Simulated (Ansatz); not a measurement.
Consider the following.

SnSe$_{2}$:
Space group P-3m1 (No. 164); a = b = 3.841 Å, c = 6.008 Å, α = β = 90.00°, γ = 120.00°

```tsv
atom	site	symmetry	x	y	z
Sn	1a	-3m.	0.0000	0.0000	0.0000
Se	2d	3m.	0.3333	0.6667	0.2651
```

This is the PBE+D3(BJ)-relaxed structure.

**Question.** All from DFT-PBE+D3(BJ) in the program Ansatz with PAW potentials, unless another level is named. Give the Poisson's ratio.

**Answer.** 0.26.

**Question.** Predict the highest zone-centre frequency (without LO–TO term).

**Answer.** 240 cm⁻¹.

Symmetry was held in the PBE+D3(BJ) relaxation; of distortions, only those at the zone centre were tested. Scalar-relativistic: spin–orbit coupling is off unless named, which matters more the heavier the elements.

Potentials: the later of the program's two PAW sets.
